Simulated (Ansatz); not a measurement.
How much do the gradients of Bi2S3 depend on the method?

Cell: a structure deposited in the COD (listed for 1.0 GPa), ions relaxed with PBE at fixed cell.

Space group Pnma (No. 62); a = 11.1360, b = 3.9574, c = 11.0350 Å.

| site | Wyckoff | site symmetry | x | y | z |
| --- | --- | --- | --- | --- | --- |
| Bi1 | 4c | .m. | 0.0067 | 0.2500 | 0.6753 |
| Bi5 | 4c | .m. | 0.3338 | 0.2500 | 0.4686 |
| S9 | 4c | .m. | 0.0503 | 0.2500 | 0.1297 |
| S13 | 4c | .m. | 0.3771 | 0.2500 | 0.0566 |
| S17 | 4c | .m. | 0.2185 | 0.2500 | 0.8049 |

One atom of each set is listed.

First run. Level of theory: DFT, PBE, plane waves and PAW, scalar-relativistic, 420 eV cutoff, Γ-centred 3×7×3 k-points, Fermi–Dirac smearing 0.02 eV (Ansatz 0.2.0).

```json
{"site": "Bi1", "V_zz (10²¹ V/m²)": "4.26", "η": "0.75"}
{"site": "Bi5", "V_zz (10²¹ V/m²)": "-16.23", "η": "0.10"}
{"site": "S9", "V_zz (10²¹ V/m²)": "-3.55", "η": "0.88"}
{"site": "S13", "V_zz (10²¹ V/m²)": "-7.79", "η": "0.05"}
{"site": "S17", "V_zz (10²¹ V/m²)": "-1.95", "η": "0.08"}
```

Second run. The same atoms and settings, except that the functional is r2SCAN and the cutoff is 500 eV.

**Question.** Given the first result, estimate the second.

**Answer.** 

```tsv
site	V_zz	η	change of V_zz
Bi1	5.12	0.69	+0.86
Bi5	-18.55	0.09	-2.32
S9	-3.66	1.00	-0.11
S13	-7.85	0.07	-0.06
S17	-2.12	0.25	-0.17
```

The largest change of V_zz is on Bi5, from -16.23 to -18.55. In per cent, |V_zz| changes by +14 to +20 on Bi, +1 to +9 on S (all sites that start above 0.5). Where |V_zz| stays above 0.1, η moves most on S17, from 0.08 to 0.25.

Spin–orbit coupling is left out, which shifts gradients on Bi by a few per cent, and by more where contributions nearly cancel.
